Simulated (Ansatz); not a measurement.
A 2-atom cell of LiH started from a crystallographic database with hydrogen sites as listed, relaxed with r2SCAN+rVV10: 6 runs in the plane-wave code Ansatz, each a construction of maximally localised Wannier functions. The symmetry is Fm-3m (No. 225, cubic); conventional cell a = 3.997 Å, 7.98 Å³ an atom. Li is surrounded by 6 H at 2.00 Å; H is surrounded by 6 Li at 2.00 Å. Calculated for a static, non-magnetic cell.

```yaml
crystal:
  lattice:
    - [0.00000, 1.99847, 1.99847]
    - [1.99847, 0.00000, 1.99847]
    - [1.99847, 1.99847, 0.00000]
  atoms:
    - { symbol: Li, position: [0.00000, 0.00000, 0.00000] }
    - { symbol: H, position: [0.50000, 0.50000, 0.50000] }
```

Windows count from the top of the filled bands; a dash means that no such window was set (without an outer window there is no disentanglement). Rows marked drawn have settings drawn at random (some not listed).

```tsv
functional	SCF mesh	trial orbitals	functions	mesh	window (eV)	frozen (eV)	settings	Ω total (Å²)	Ω invariant (Å²)	largest spread (Å²)	least projectability	interpolation miss of the model's filled bands (eV, to the nearest computed level)
PBE	8×8×8	H s	1	6×6×6	–	–	chosen	1.28	1.28	1.28	0.92	0.111
PBE	8×8×8	H s	1	10×10×10	–	–	chosen	1.39	1.39	1.39	0.91	0.022
r2SCAN	8×8×8	H s	1	8×8×8	–	–	chosen	1.28	1.28	1.28	0.94	0.039
HSE06	8×8×8	H s	1	8×8×8	–	–	chosen	1.30	1.30	1.30	0.93	–
```

Problem. Estimate from these rows what the further settings give.
```tsv
functional	SCF mesh	trial orbitals	functions	mesh	window (eV)	frozen (eV)	settings
PBE	8×8×8	H s	1	7×7×7	–	–	drawn
PBE	8×8×8	H s	1	8×8×8	–	–	chosen
```

Solution.
```tsv
functional	SCF mesh	trial orbitals	functions	mesh	window (eV)	frozen (eV)	settings	Ω total (Å²)	Ω invariant (Å²)	largest spread (Å²)	least projectability	interpolation miss of the model's filled bands (eV, to the nearest computed level)
PBE	8×8×8	H s	1	7×7×7	–	–	drawn	1.33	1.33	1.33	0.91	0.093
PBE	8×8×8	H s	1	8×8×8	–	–	chosen	1.35	1.35	1.35	0.92	0.053
```

A dash in the last column means that the miss wasn't evaluated.

For H s with PBE the spread goes 1.28 Å² (6×6×6), 1.35 Å² (8×8×8), 1.39 Å² (10×10×10): finite differences on a coarse mesh understate it.
